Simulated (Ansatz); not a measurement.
Sr4P2O:
```yaml
crystal:
  lattice:
    - [-2.40191, 2.40191, 7.99900]
    - [2.40191, -2.40191, 7.99900]
    - [2.40191, 2.40191, -7.99900]
  atoms:
    - { symbol: Sr, position: [0.67497, 0.67497, 0.00000] }
    - { symbol: Sr, position: [0.32503, 0.32503, 0.00000] }
    - { symbol: Sr, position: [0.50000, 0.00000, 0.50000] }
    - { symbol: Sr, position: [0.00000, 0.50000, 0.50000] }
    - { symbol: P, position: [0.86474, 0.86474, 0.00000] }
    - { symbol: P, position: [0.13526, 0.13526, 0.00000] }
    - { symbol: O, position: [0.50000, 0.50000, 0.00000] }
```

r²SCAN (plane waves, PAW; program Ansatz) gives a gap of 1.57 eV without spin–orbit coupling, maximum on the Γ–X line, 6 % of the way from Γ, minimum at M.

Task: What happens when spin–orbit coupling is switched on?

Result: The gap falls by 0.01 eV, to 1.56 eV; maximum at Γ, minimum at M.

Task: Give the electron effective mass with spin–orbit coupling.

Result: 0.23, 0.23, 0.85 mₑ (principal values).

Task: Give the hole effective mass with spin–orbit coupling.

Result: 0.27, 2.5, 2.5 mₑ (principal values).

Space group I4/mmm. The workflow started from a Materials Project entry (that database holds measured and hypothetical structures alike); the Crystallography Open Database copy checked does not list it. Whether it is the stable phase at ambient conditions was not checked. The cell was relaxed with r²SCAN under the symmetry of its start; its stability against distortions is not shown here.

Potentials: the earlier of the program's two PAW sets. The files were generated under PBE; for other functionals the program regenerates the frozen cores, and for LDA and PBEsol the local potential too.
